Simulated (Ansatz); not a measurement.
Structure: Ga4As3P as one 8-atom ordering (Pm) on the wurtzite lattice, at its r2SCAN minimum. The symmetry is Pm (No. 6, monoclinic); conventional cell a = 6.522 Å, b = 3.957 Å, c = 6.848 Å, β = 90.0°, 22.09 Å³ an atom. P has 4 Ga at 2.37–2.39 Å; As has 4 Ga at 2.45–2.46 Å; As has 4 Ga at 2.43–2.47 Å; As has 4 Ga at 2.43–2.46 Å; Ga has 1 P at 2.38 Å and 3 As at 2.44 Å; Ga has 4 As at 2.43–2.45 Å; Ga has 2 P at 2.39 Å and 2 As at 2.46–2.47 Å; Ga has 1 P at 2.37 Å and 3 As at 2.45–2.46 Å.

```cif
data_structure
_symmetry_space_group_name_H-M 'Pm'
_symmetry_Int_Tables_number 6
_cell_length_a 6.5216
_cell_length_b 3.9573
_cell_length_c 6.8478
_cell_angle_alpha 90.000
_cell_angle_beta 90.002
_cell_angle_gamma 90.000
_cell_volume 176.73
loop_
_atom_site_label
_atom_site_type_symbol
_atom_site_symmetry_multiplicity
_atom_site_Wyckoff_symbol
_atom_site_fract_x
_atom_site_fract_y
_atom_site_fract_z
_atom_site_occupancy
P1 P 1 a 0.99931 0.00000 0.33255 1
As1 As 1 b 0.00139 0.50000 0.83379 1
As2 As 1 b 0.49985 0.50000 0.16947 1
As3 As 1 a 0.50182 0.00000 0.66426 1
Ga1 Ga 1 a 0.36430 0.00000 0.33333 1
Ga2 Ga 1 b 0.37726 0.50000 0.83360 1
Ga3 Ga 1 b 0.87782 0.50000 0.17362 1
Ga4 Ga 1 a 0.87825 0.00000 0.65940 1
```

3 runs of Ansatz 0.2.0 on this cell differ in the functional (and in the settings that go with it). Levels are in eV from each run's valence top; v1 is the last filled band, c1 the first empty one.

Run A, mean stress +2.7 GPa (compression positive):
```
point     v2     v1    c1    c2
    Γ  -0.02   0.00  0.73  0.84
    Z  -2.28  -2.16  2.65  2.66
    D  -1.28  -1.21  1.25  1.40
```

Run B, mean stress 0.0 GPa (compression positive):
```
point     v2     v1    c1    c2
    Γ  -0.02   0.00  1.17  1.28
    Z  -2.35  -2.22  2.91  2.92
    D  -1.33  -1.26  1.53  1.68
```

Run C, mean stress +0.5 GPa (compression positive):
```
point     v2     v1    c1    c2
    Γ  -0.02   0.00  1.56  1.71
    Z  -2.46  -2.30  3.29  3.31
    D  -1.39  -1.30  1.90  2.05
```

Task: Match the runs to PBE, r2SCAN, HSE06.

Result: A is PBE, B is r2SCAN, C is HSE06. In order of the gap: PBE 0.73, r2SCAN 1.17, HSE06 1.56 eV. The stress vanishes for r2SCAN, which relaxed the cell.

The cell comes from a prototype generator: it can be a known phase or a hypothetical one. Spin polarisation is off.

Spin-orbit coupling is left out.

The program warns that its thresholds are loose for a hybrid's stress.

The meshes of the hybrids are coarse, so their gaps aren't converged to the digits shown.
